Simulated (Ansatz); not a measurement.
A geometry of Al₂O₃ away from equilibrium: step 2 of the relaxation of a relaxed Al2O3 cell shaken by Gaussian noise of σ = 0.08 Å a coordinate. Level of theory: r2SCAN (plane waves to 500 eV, PAW, scalar-relativistic; Ansatz, a quantum-chemistry and plane-wave program). Γ-centred k-mesh 6×6×6 on the run's cell (coarser than for final values), Fermi–Dirac smearing 0.05 eV.

```xyz
10
Lattice="2.3980 1.3903 4.3372 -2.3715 1.3805 4.3258 0.0047 -2.7391 4.3214" Properties=species:S:1:pos:R:3:forces:R:3 pbc="T T T" free_energy=-5590.157 pressure_GPa=2.5
Al     0.0060     0.0067     4.5694   -0.6778    1.5220    0.4074
Al    -0.0231    -0.0476     2.0136    0.2335    1.6420   -1.6734
Al     0.0121     0.0392     8.4584   -0.2675   -0.0209   -0.3009
Al     0.0327     0.0596    11.0791    0.2096   -0.3483   -0.0691
O     -0.8924     1.4541     7.5145   -0.1109   -0.9287    0.9727
O     -0.6699    -1.4740     7.6099   -0.7485    0.3682   -0.2270
O      1.6673     0.1669     7.5897   -0.3949   -0.5228    0.1979
O      0.8693    -1.3028     5.2934    0.8004   -1.6899    1.9201
O      0.7247     1.5502     5.4736    0.0363   -0.8015   -0.6244
O     -1.7088    -0.1271     5.4551    0.9200    0.7800   -0.6032
```

Positions in Å, forces in eV/Å, free energy of the cell in eV (comparable only within this code, potentials and settings). Largest force: 2.68 eV/Å, on O8 (atoms numbered as listed); the geometry lies 0.05 eV/atom above the end of its relaxation.

No spin polarisation in the result.
